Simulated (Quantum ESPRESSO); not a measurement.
**Computed NMR tensors in Na₄I₃Br (changed cell)**

```yaml
crystal:
  lattice:
    - [6.40801, 0.00000, 0.00000]
    - [0.00000, 6.40801, 0.00000]
    - [0.00000, 0.00000, 6.40801]
  atoms:
    - { symbol: Na, position: [0.00000, 0.00000, 0.00000] }
    - { symbol: Br, position: [0.50000, 0.00000, 0.00000] }
    - { symbol: Na, position: [0.00000, 0.50000, 0.50000] }
    - { symbol: I, position: [0.50000, 0.50000, 0.50000] }
    - { symbol: Na, position: [0.50000, 0.00000, 0.50000] }
    - { symbol: I, position: [0.00000, 0.00000, 0.50000] }
    - { symbol: Na, position: [0.50000, 0.50000, 0.00000] }
    - { symbol: I, position: [0.00000, 0.50000, 0.00000] }
```
The cell was made here from a computed Materials Project entry: one of 4 I replaced by Br, cell and atoms relaxed (PBE without dispersion, pw.x of a modified build of Quantum ESPRESSO, symmetry kept). The parent is NaI in Fm-3m. The swapped cell is a model, not a known phase. Stability against distortions was not tested.

Computed: shieldings by PBE GIPAW on JTH datasets (Quantum ESPRESSO), 30 Ha, k-mesh 3×3×3 shifted, f-sum rule met within 0.015 %.

```json
[
 {"site": "Na1 (atoms 1, 5, 7)", "site symmetry": "4/mmm", "σ_iso (ppm)": "547", "span Ω (ppm)": "8"},
 {"site": "Br (atom 2)", "site symmetry": "m-3m", "σ_iso (ppm)": "2691", "span Ω (ppm)": "0"},
 {"site": "Na2 (atom 3)", "site symmetry": "m-3m", "σ_iso (ppm)": "542", "span Ω (ppm)": "0"},
 {"site": "I (atoms 4, 6, 8)", "site symmetry": "4/mmm", "σ_iso (ppm)": "4876", "span Ω (ppm)": "103"}
]
```

Ω = σ33 − σ11 of the symmetric part; where symmetry doesn't make it nil, it is less certain than σ_iso.

Shieldings are absolute and leave out the bulk-susceptibility term; a larger σ means a smaller chemical shift. By our sweeps, such settings leave a few ppm in absolute σ on light atoms and up to some 20 ppm from Zn on. No spin–orbit coupling; I is the heaviest element present. No d partial waves on Na, Br, I: the paramagnetic term there is incompletely reconstructed.
